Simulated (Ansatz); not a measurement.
TlCl$_{3}$:
Space group C2/m (No. 12); a = 6.5046 Å, b = 11.2416 Å, c = 6.0943 Å, α = 90.00°, β = 110.18°, γ = 90.00°

| atom | site | symmetry | x | y | z |
|---|---|---|---|---|---|
| Tl | 4g | 2 | 0.0000 | 0.1664 | 0.0000 |
| Cl | 8j | 1 | 0.2555 | 0.3272 | 0.2553 |
| Cl | 4i | m | 0.2329 | 0.0000 | 0.2616 |
(The calculation used a cell of 8 atoms; values per cell refer to that cell.)

Relaxed with LDA. 

HSE06 on this cell (Ansatz, an electronic-structure program, PAW) gives a gap of 3.37 eV. What does LDA give?

2.01 eV.

Cost on shared cores: the LDA run (SCF on a 5×5×5 mesh, then bands and DOS) very roughly 4 core-minutes, the HSE06 run (SCF on 3×3×3, then a few points) about 7 core-minutes (a rough figure); the tasks are unlike.

The workflow started from a Materials Project entry (that database holds measured and hypothetical structures alike); the Crystallography Open Database copy checked does not list it. Whether it is the stable phase at ambient conditions was not checked. The cell was relaxed with LDA under the symmetry of its start; its stability against distortions is not shown here. A crystal of weakly bound layers computed without a dispersion correction: the cell and the soft elastic constants depend strongly on that. Spin–orbit coupling is left out wherever it is not named.

Potentials: the later of the program's two PAW sets.

Ansatz is a plane-wave DFT program.
